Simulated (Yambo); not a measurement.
Absorption of Ba2MgWO6 (space group Fm-3m, No. 225) with and without the electron-hole interaction (Yambo, PBEsol bands; 4×4×4 mesh, 15 valence and 9 conduction bands, static screening with 91 bands and a 3 Ry block, scissor 1.73 eV, Tamm-Dancoff; field along x).

| E (eV) | Im ε, BSE | Im ε, independent quasiparticles |
|---|---|---|
| 2.60 | 0.07 | 0.06 |
| 2.70 | 0.08 | 0.07 |
| 2.80 | 0.09 | 0.07 |
| 2.90 | 0.10 | 0.08 |
| 3.00 | 0.10 | 0.08 |
| 3.10 | 0.12 | 0.09 |
| 3.20 | 0.13 | 0.09 |
| 3.30 | 0.15 | 0.10 |
| 3.40 | 0.17 | 0.11 |
| 3.50 | 0.19 | 0.12 |
| 3.60 | 0.23 | 0.13 |
| 3.70 | 0.29 | 0.14 |
| 3.80 | 0.37 | 0.16 |
| 3.90 | 0.52 | 0.17 |
| 4.00 | 0.80 | 0.20 |
| 4.10 | 1.35 | 0.22 |
| 4.20 | 1.92 | 0.25 |
| 4.30 | 1.69 | 0.29 |
| 4.40 | 1.58 | 0.35 |
| 4.50 | 1.94 | 0.43 |
| 4.60 | 2.37 | 0.54 |
| 4.70 | 3.12 | 0.72 |
| 4.80 | 3.42 | 1.04 |
| 4.90 | 2.98 | 1.60 |
| 5.00 | 2.85 | 2.14 |
| 5.10 | 3.05 | 2.64 |
| 5.20 | 2.94 | 3.62 |
| 5.30 | 2.23 | 4.82 |
| 5.40 | 1.78 | 5.45 |
| 5.50 | 1.57 | 5.17 |
| 5.60 | 1.49 | 5.02 |
| 5.70 | 1.38 | 5.75 |
| 5.80 | 1.33 | 6.41 |
| 5.90 | 1.43 | 6.10 |
| 6.00 | 1.73 | 5.97 |
| 6.10 | 2.21 | 6.05 |
| 6.20 | 2.68 | 6.42 |
| 6.30 | 2.95 | 6.23 |
| 6.40 | 2.66 | 5.18 |
| 6.50 | 2.42 | 4.46 |
| 6.60 | 2.76 | 3.92 |
| 6.70 | 3.25 | 3.09 |
| 6.80 | 3.00 | 2.65 |
| 6.90 | 2.28 | 2.62 |
| 7.00 | 2.10 | 2.24 |
| 7.10 | 2.42 | 1.72 |
| 7.20 | 3.06 | 1.52 |
| 7.30 | 3.08 | 1.36 |
| 7.40 | 3.25 | 1.27 |
| 7.50 | 4.43 | 1.25 |
| 7.60 | 5.77 | 1.29 |
| 7.70 | 5.83 | 1.23 |
| 7.80 | 6.51 | 1.12 |
| 7.90 | 6.26 | 1.22 |
| 8.00 | 5.27 | 1.52 |
| 8.10 | 4.82 | 1.65 |
| 8.20 | 4.99 | 1.80 |

The scissor comes from a G0W0 run whose convergence isn't established. Broadening 0.15 eV. The band window holds all transitions up to 8.2 eV. Fine structure above the onset can come from the mesh.

Spin-orbit coupling is left out, which matters for elements this heavy: edges can move by tenths of an eV.

Geometry of the Materials Project entry, not relaxed at this level; primitive cell a = b = c = 5.8240 Å, α = β = γ = 60.00°.
